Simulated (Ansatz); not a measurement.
A relaxation computed with Ansatz, from input to last step.

```yaml
crystal:
  lattice:
    - [2.56704129, 0.0, 0.0]
    - [-1.283520645, 2.2231229697, 0.0]
    - [0.0, 0.0, 8.3865575143]
  atoms:
    - { symbol: Cu, position: [0.0, 0.0, 0.0] }
    - { symbol: Cu, position: [0.3333333333, 0.6666666667, 0.25] }
    - { symbol: Cu, position: [0.0, 0.0, 0.5] }
    - { symbol: Cu, position: [0.6666666667, 0.3333333333, 0.75] }
basis:
  ecutwfc: 420
kpoints:
  mp_grid: { grid: [18, 18, 6] }
hamiltonian:
  xc: lda
scf:
  occupations: { method: gaussian, width: 0.1 }
output:
  forces: true
  stress: true
  eigenvalues: true
relax:
  adjacent_minimum: "off"
  f_tol: 0.005
  max_steps: 50
  cell: { stress_tol: 0.05 }
```

```bash
ansatz run input.yaml --threads 1 --pin off --max-ram 2560MiB --backend cpu --events-out ev --progress --plain --runs-dir out
```

Computed with DFT LDA, scalar-relativistic, plane waves, PAW in Ansatz 0.2.0.

Of 6 frames 6 are shown, positions in Å and forces in eV/Å; the SCF threshold varies from step to step. Steps run on the plane waves of an earlier cell, with a Pulay correction in the pressure. The basis is chosen afresh for the last frame, the zero of the energies, and at times for earlier ones too; energy and pressure step there, also at an unchanged geometry.

```xyz
4
Lattice="2.5670 0.0000 0.0000 -1.2835 2.2231 0.0000 0.0000 0.0000 8.3866" Properties=species:S:1:pos:R:3:forces:R:3 pbc="T T T" step=1 free_energy_over_end_meV_per_atom=51.28 pressure_GPa=-13.95
Cu    0.0000    0.0000    0.0000    0.0000    0.0000    0.0000
Cu    0.0000    1.4821    2.0966    0.0000    0.0000    0.0000
Cu    0.0000    0.0000    4.1933    0.0000    0.0000    0.0000
Cu    1.2835    0.7410    6.2899    0.0000    0.0000    0.0000
4
Lattice="2.5224 0.0000 0.0000 -1.2612 2.1845 0.0000 0.0000 0.0000 8.2405" Properties=species:S:1:pos:R:3:forces:R:3 pbc="T T T" step=2 free_energy_over_end_meV_per_atom=10.03 pressure_GPa=-7.00
Cu    0.0000    0.0000    0.0000    0.0000    0.0000    0.0000
Cu    0.0000    1.4563    2.0601    0.0000    0.0000    0.0000
Cu    0.0000    0.0000    4.1203    0.0000    0.0000    0.0000
Cu    1.2612    0.7282    6.1804    0.0000    0.0000    0.0000
4
Lattice="2.4802 0.0000 0.0000 -1.2401 2.1479 0.0000 0.0000 0.0000 8.1056" Properties=species:S:1:pos:R:3:forces:R:3 pbc="T T T" step=3 free_energy_over_end_meV_per_atom=-0.26 pressure_GPa=1.73
Cu    0.0000    0.0000    0.0000    0.0000    0.0000    0.0000
Cu    0.0000    1.4320    2.0264    0.0000    0.0000    0.0000
Cu    0.0000    0.0000    4.0528    0.0000    0.0000    0.0000
Cu    1.2401    0.7160    6.0792    0.0000    0.0000    0.0000
4
Lattice="2.4882 0.0000 0.0000 -1.2441 2.1549 0.0000 0.0000 0.0000 8.1325" Properties=species:S:1:pos:R:3:forces:R:3 pbc="T T T" step=4 free_energy_over_end_meV_per_atom=-0.71 pressure_GPa=-0.14
Cu    0.0000    0.0000    0.0000    0.0000    0.0000    0.0000
Cu    0.0000    1.4366    2.0331    0.0000    0.0000    0.0000
Cu    0.0000    0.0000    4.0663    0.0000    0.0000    0.0000
Cu    1.2441    0.7183    6.0994    0.0000    0.0000    0.0000
4
Lattice="2.4875 0.0000 0.0000 -1.2438 2.1543 0.0000 0.0000 0.0000 8.1309" Properties=species:S:1:pos:R:3:forces:R:3 pbc="T T T" step=5 free_energy_over_end_meV_per_atom=-0.72 pressure_GPa=0.00
Cu    0.0000    0.0000    0.0000    0.0000    0.0000    0.0000
Cu    0.0000    1.4362    2.0327    0.0000    0.0000    0.0000
Cu    0.0000    0.0000    4.0654    0.0000    0.0000    0.0000
Cu    1.2438    0.7181    6.0981    0.0000    0.0000    0.0000
4
Lattice="2.4875 0.0000 0.0000 -1.2438 2.1543 0.0000 0.0000 0.0000 8.1309" Properties=species:S:1:pos:R:3:forces:R:3 pbc="T T T" step=6 free_energy_over_end_meV_per_atom=0.00 pressure_GPa=0.01
Cu    0.0000    0.0000    0.0000    0.0000    0.0000    0.0000
Cu    0.0000    1.4362    2.0327    0.0000    0.0000    0.0000
Cu    0.0000    0.0000    4.0654    0.0000    0.0000    0.0000
Cu    1.2438    0.7181    6.0981    0.0000    0.0000    0.0000
```

The run took 100 s on 1 thread of Arm Neoverse V1, on a shared host, peak memory 0.49 GiB.